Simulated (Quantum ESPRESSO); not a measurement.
# Planted mistakes on one cell of Hf3GaO7F

Calculated results; nothing here was measured. They come from pw.x of Quantum ESPRESSO 7.5, a plane-wave density functional program, with PseudoDojo standard norm-conserving files (v0.5 for PBE, v0.4.1 for LDA and PBEsol). The cells are made up: elements, strain and atom displacements were drawn at random, and nothing was relaxed. There is no spin polarisation, spin-orbit coupling or dispersion term.

The hafnium file is less sure than the others, with forces about 3 percent (worst 6) and pressure in oxides about 1.5 GPa (worst 2.7) from a second method in checks, which no rerun with the same files tests.

The cell has 12 sites of a fluorite lattice. Sites 1 to 4 hold Hf Hf Hf Ga; sites 5 to 12 hold O O O O O F O O. Cell vectors in Å: (5.036, 0.061, -0.019); (0.061, 5.116, -0.001); (-0.019, -0.001, 5.160). Settings: PBE, cutoff 1143 eV, 4 x 4 x 4 k mesh shifted by half a step, Fermi-Dirac smearing of 0.025 eV.

The intended run has a self-consistency threshold of 1e-07 eV, a smearing term of 0.000 eV, a pressure of -2.91 GPa and 14 iterations. Each further run changes one thing: all lengths scaled by 0.9860; atoms of sites 10 and 11 exchanged; cutoff 834 eV; files of PBEsol; smearing 0.56 eV; threshold 0.1 eV. A coarse mesh keeps the shift, and a charged cell sits in a uniform background.

```
run,change of free energy (eV),smearing term -TS (eV),change of P (GPa),largest change of a force component (eV/Å),iterations
A,0.332,0.000,0.11,4.066,13
B,0.061,0.000,9.62,0.445,14
C,1.238,0.000,-13.44,0.019,14
D,0.025,0.000,-1.22,0.113,7
E,17.655,0.000,-7.68,0.155,14
F,-0.331,-1.173,1.28,0.270,14
```

A rerun of the intended cell at 1437 eV and k mesh 6 x 6 x 6 moved values by no more than 0.002 eV in the cell's energy, 0.04 GPa in stress and 0.006 eV/Å in force.

Question: which change belongs to which run?

## Worked reading

Run D has the fewest iterations, as a run stopped early does. Run F has the largest smearing term, as wide smearing gives. Run C has a higher energy and the largest fall in pressure, as too small a basis gives. Run B changes the volume by a factor of 0.9586; minus its pressure change over the logarithm of that factor, 228 GPa, is a rough bulk modulus with clamped atoms. Energies from files of another functional, or of a charged cell, have another zero and say nothing on stability; the pressure of a charged cell rests on the program's zero of potential too.

## Key

```
run,change
A,atoms of sites 10 and 11 exchanged
B,all lengths scaled by 0.9860
C,cutoff 834 eV
D,threshold 0.1 eV
E,files of PBEsol
F,smearing 0.56 eV
```